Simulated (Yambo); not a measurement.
A G0W0@PBEsol run in Yambo for TlAlF$_{4}$ (space group P4/mmm, No. 123) (4×4×2 Γ-centred k mesh, 194 bands and a 6 Ry block in the screening, 194 bands in G with the Bruneval-Gonze terminator, plasmon pole fitted at 27.2 eV) gives these matrix elements, in eV, at the band edges (R → X):

```json
[
 {"state": "valence edge", "E0": "0.000", "<Vxc>": "-19.775", "<Σx>": "-25.131", "<Σc(E0)>": "3.098", "Z": "0.819"},
 {"state": "conduction edge", "E0": "3.947", "<Vxc>": "-10.647", "<Σx>": "-7.548", "<Σc(E0)>": "-2.044", "Z": "0.863"}
]
```

Question: Solve the linearised quasiparticle equation for both states, give the gap, and say how exchange and correlation each act on it.

Answer: E = E0 + Z(Σx + Σc − Vxc). Valence: 0.000 + 0.819 × (-25.131 + (3.098) − (-19.775)) = -1.85 eV. Conduction: 3.947 + 0.863 × (-7.548 + (-2.044) − (-10.647)) = 4.86 eV. The gap is 6.71 eV, against 3.95 eV in PBEsol. Replacing Vxc by bare exchange alone would open it by 8.46 eV; correlation takes back 5.14 eV of that, and Z scales what is left. Nearest settings tried, and what they do to the gap: 2 Ry block (39 vectors against 165): +239 meV. Not varied: bands in G, bands in W, mesh. So the settings aren't converged at that level. 

The standard potential for Tl keeps a d shell in the valence without the s and p states of that shell. In tests on such compounds this moved G0W0 gaps by up to about 0.9 eV, so absolute quasiparticle energies here are unreliable; differences between settings are what counts.

Spin-orbit coupling is included.

Geometry relaxed with PBE+D3(BJ); primitive cell a = b = 3.7011 Å, c = 6.4333 Å, α = β = γ = 90.00°.
